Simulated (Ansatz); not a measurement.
SrO:
```
SrO
1.0
    0.00000     2.56121     2.56121
    2.56121     0.00000     2.56121
    2.56121     2.56121     0.00000
Sr O
1 1
Direct
  0.00000   0.00000   0.00000
  0.50000   0.50000   0.50000
```

Relaxed with PBEsol. Special points in fractions of this cell's reciprocal vectors: Γ (0.000, 0.000, 0.000); X (0.500, 0.000, 0.500); U (0.625, 0.250, 0.625); K (0.375, 0.375, 0.750); L (0.500, 0.500, 0.500); W (0.500, 0.250, 0.750).

Problem. List the band energies nearest the valence-band maximum at these points for plane-wave PAW PBEsol (Ansatz code).

Solution. In eV from the valence-band maximum; about four levels below and three above (degenerate sets whole), none deeper than 8.9 eV; points with the same levels are listed once.

```
k              below                above
-  -----------------  -------------------
Γ     0.00 0.00 0.00  3.93 6.24 6.24 6.24
X  -0.39 -0.07 -0.07      3.20 7.89 10.27
U  -0.96 -0.57 -0.44       4.74 7.90 8.85
L  -2.22 -1.15 -1.15  6.57 8.34 8.96 8.96
W  -1.14 -0.41 -0.41       5.99 5.99 8.74
```

Space group Fm-3m (rock salt). The cell was relaxed with PBEsol under the symmetry of its start. Spin–orbit coupling is left out wherever it is not named.

Potentials: the later of the program's two PAW sets.
